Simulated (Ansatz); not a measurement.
HfTiO4:
```cif
data_Hf4O16Ti4
_chemical_formula_sum 'Hf4 Ti4 O16'
_space_group_name_H-M_alt 'Pbcn'
_space_group_IT_number 60
_space_group_name_Hall '-P 2n 2ab'
_cell_length_a 4.71176
_cell_length_b 11.86695
_cell_length_c 4.97210
_cell_angle_alpha 90.000
_cell_angle_beta 90.000
_cell_angle_gamma 90.000
loop_
_atom_site_label
_atom_site_type_symbol
_atom_site_symmetry_multiplicity
_atom_site_Wyckoff_symbol
_atom_site_fract_x
_atom_site_fract_y
_atom_site_fract_z
_atom_site_occupancy
Hf1 Hf 4 c 0.00000 0.16825 0.25000 1
Ti1 Ti 4 c 0.00000 0.42863 0.25000 1
O1 O 8 d 0.26863 0.05377 0.07350 1
O2 O 8 d 0.22021 0.31227 0.08364 1
```

Relaxed with PBE.

### Question
Which orbitals make up the states near the band edges in PBE in the plane-wave PAW code Ansatz?

### Answer
Top 1 eV of the valence band: O 2p 92 %. Bottom 1 eV of the conduction band: Ti 3d 78 %, O 2p 14 %, Hf 5d 6 %. Projections are on Löwdin-orthogonalised atomic valence shells; empty p or d shells of many metals are not among them.

### Question
Tabulate the density of states.

### Answer
States/eV per cell of 24 atoms, in 0.25 eV bins, energy from the valence-band maximum.

```tsv
E (eV)	total	O 2p	Ti 3d	Hf 5d
-7.85	0.00	0.00	0.00	0.00
-7.60	0.00	0.00	0.00	0.00
-7.35	0.00	0.00	0.00	0.00
-7.10	0.00	0.00	0.00	0.00
-6.85	0.00	0.00	0.00	0.00
-6.60	0.00	0.00	0.00	0.00
-6.35	0.00	0.00	0.00	0.00
-6.10	0.00	0.00	0.00	0.00
-5.85	0.00	0.00	0.00	0.00
-5.60	0.00	0.00	0.00	0.00
-5.35	0.00	0.00	0.00	0.00
-5.10	0.00	0.00	0.00	0.00
-4.85	0.01	0.01	0.00	0.00
-4.60	9.37	6.46	1.24	0.68
-4.35	13.39	9.24	1.64	1.30
-4.10	20.94	14.53	2.27	2.76
-3.85	24.97	17.42	3.01	3.40
-3.60	26.90	19.27	3.41	3.26
-3.35	25.49	18.37	3.94	2.42
-3.10	17.77	12.88	2.67	1.62
-2.85	17.51	13.21	2.04	1.46
-2.60	16.12	12.65	1.46	1.19
-2.35	20.03	16.09	1.71	1.24
-2.10	19.12	15.60	1.52	1.08
-1.85	18.80	15.83	1.20	0.93
-1.60	23.35	20.27	1.18	0.96
-1.35	23.67	20.88	1.11	0.86
-1.10	25.21	22.47	1.17	0.84
-0.85	22.13	20.10	0.83	0.64
-0.60	21.81	19.94	0.74	0.74
-0.35	26.53	24.70	0.72	0.71
-0.10	10.87	10.34	0.21	0.19
0.15	0.00	0.00	0.00	0.00
0.40	0.00	0.00	0.00	0.00
0.65	0.00	0.00	0.00	0.00
0.90	0.00	0.00	0.00	0.00
1.15	0.00	0.00	0.00	0.00
1.40	0.00	0.00	0.00	0.00
1.65	0.00	0.00	0.00	0.00
1.90	0.00	0.00	0.00	0.00
2.15	0.00	0.00	0.00	0.00
2.40	0.00	0.00	0.00	0.00
2.65	0.00	0.00	0.00	0.00
2.90	0.00	0.00	0.00	0.00
3.15	10.82	1.24	8.44	0.89
3.40	32.92	4.45	25.55	2.10
3.65	25.07	3.57	19.38	1.56
3.90	27.19	3.89	21.50	1.33
4.15	0.00	0.00	0.00	0.00
4.40	0.00	0.00	0.00	0.00
4.65	0.12	0.01	0.04	0.07
4.90	7.72	0.61	2.20	4.51
5.15	16.62	1.77	4.58	9.29
5.40	15.78	1.88	3.96	8.91
5.65	17.19	2.43	3.69	9.98
5.90	14.83	2.41	2.29	9.28
6.15	14.81	2.76	3.60	7.30
6.40	15.43	3.18	5.48	5.26
6.65	21.58	4.89	6.86	7.84
6.90	14.50	3.51	4.45	5.19
7.15	12.05	3.12	4.13	3.52
7.40	8.75	2.45	2.98	2.47
7.65	1.92	0.44	0.46	0.39
7.90	1.00	0.12	0.06	0.08
```

The start of the workflow was typed in or built on a structure type; neither database checked (COD, Materials Project) lists it. Whether it is the stable phase at ambient conditions was not checked. The PBE relaxation kept the symmetry of its start; its stability against distortions is not shown here. The workflow began spin-polarised and lost its moments. Scalar-relativistic: spin–orbit coupling is off unless named, which matters more the heavier the elements.

Potentials: the later of the program's two PAW sets.
